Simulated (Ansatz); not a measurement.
GaSb:
```
CELL_PARAMETERS angstrom
      0.00000     3.06572     3.06572
      3.06572     0.00000     3.06572
      3.06572     3.06572     0.00000
ATOMIC_POSITIONS crystal
  Sb 0.75000 0.75000 0.75000
  Ga 0.00000 0.00000 0.00000
```

Relaxed with r²SCAN.

Q: Give the Bader charges and basin volumes of the independent atoms, plane-wave PAW r²SCAN (Ansatz code).

A: 

```
atom  Bader charge (e)  Bader volume (Å³)
----  ----------------  -----------------
Sb1              -0.38               36.8
Ga2              +0.38               20.9
```

Space group F-43m (zinc blende). The r²SCAN relaxation kept the symmetry of its start. Spin–orbit coupling is left out wherever it is not named.

Potentials: the later of the program's two PAW sets.
